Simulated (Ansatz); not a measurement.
# Elastic constants of Ge (Fd-3m), step by step

```
Ge
1.0
     0.00000    2.83818    2.83818
     2.83818    0.00000    2.83818
     2.83818    2.83818    0.00000
Ge
2
Direct
  0.50000 0.50000 0.50000
  0.75000 0.75000 0.75000
```

Unless marked otherwise, the numbers come from PBEsol, all-electron LAPW in Ansatz 0.2.0, scalar-relativistic. k mesh 14×14×14, strains of ±0.005, Fermi-Dirac smearing of 0.080 eV, basis error target 1 meV/atom. The cell was relaxed by PAW under this functional.

The cell is cubic and carries a residual pressure of 0.00 GPa at this level. Each strain component that symmetry leaves independent is applied at ±0.005 and ±0.01, the ions relax wherever a strain frees them, and the stress (tension positive, GPa) is read. Shears are engineering strains, γ = 2ε.

| strain | size | σxx | σyy | σzz | σyz | σxz | σxy |
| --- | --- | --- | --- | --- | --- | --- | --- |
| xx | -0.01 | -1.1562 | -0.4566 | -0.4566 | 0.0000 | 0.0000 | 0.0000 |
| xx | -0.005 | -0.5747 | -0.2241 | -0.2241 | 0.0000 | 0.0000 | 0.0000 |
| xx | +0.005 | 0.5628 | 0.2112 | 0.2112 | 0.0000 | 0.0000 | 0.0000 |
| xx | +0.01 | 1.1182 | 0.4144 | 0.4144 | 0.0000 | 0.0000 | 0.0000 |
| yz | -0.01 | -0.0028 | -0.0083 | -0.0083 | -0.5702 | 0.0000 | 0.0000 |
| yz | -0.005 | -0.0019 | -0.0033 | -0.0033 | -0.2851 | 0.0000 | 0.0000 |
| yz | +0.005 | -0.0019 | -0.0033 | -0.0033 | 0.2851 | 0.0000 | 0.0000 |
| yz | +0.01 | -0.0028 | -0.0083 | -0.0083 | 0.5702 | 0.0000 | 0.0000 |

The slope is [8(σ(+δ) − σ(−δ)) − (σ(+2δ) − σ(−2δ))]/(12δ), and the program imposes the crystal's symmetry on the matrix.

What are the independent elastic constants?

C11 = 113.8, C12 = 43.5, C44 = 57.0 GPa.

Do they meet the Born conditions?

C11 − C12 = 70.2, C11 + 2C12 = 200.8 and C44 = 57.0 GPa must all be positive, so the crystal is elastically stable; that says nothing yet of its phonons.

What moduli does a random aggregate of grains have?

B = (C11 + 2C12)/3 = 66.9 GPa. G_V = (C11 − C12 + 3C44)/5 = 48.3 and G_R = 5(C11 − C12)C44/(4C44 + 3(C11 − C12)) = 45.6, so G_H = 47.0 GPa. Then E = 9BG/(3B + G) = 114.2 GPa, ν = (3B − 2G)/(6B + 2G) = 0.216 and B/G = 1.43, on the brittle side of Pugh's 1.75 (a rule of thumb, made for metals; it doesn't predict ductility here).

With the density of 5.275 g/cm³, how fast does sound travel, and what Debye temperature follows?

```tsv
direction	slow (m/s)	middle (m/s)	fast (m/s)
[100]	3288	3288	4644
[110]	2580	3288	5071
[111]	2836	2836	5206
```

The mean of v⁻³ over directions and branches gives v_m = 3283 m/s and θ_D = (ħ/k_B) v_m (6π²n)^(1/3) = 344 K, n being atoms per volume. Young's modulus spans 90 to 133 GPa over directions, and the universal anisotropy index is 0.29.

How far do the constants move if PAW replaces LAPW in the same cell?

| constant | LAPW (GPa) | PAW (GPa) | difference |
| --- | --- | --- | --- |
| C11 | 113.8 | 113.6 | -0.2 |
| C12 | 43.5 | 43.7 | 0.2 |
| C44 | 57.0 | 56.9 | -0.1 |

What happens at 30 GPa (cell relaxed there)?

The volume falls to 0.7798 of its value, and C11 = 230.7, C12 = 167.4, C44 = 63.9 GPa (slopes of the stress), in this structure whether or not another phase takes over.

Limits of these numbers: the gap is closed or tiny at this level, so small that the run used smearing; responses move with mesh and smearing; the frozen-core PAW files of the compared runs were fitted under PBE, their cores solved anew for this functional; responses of metals move with mesh and smearing.
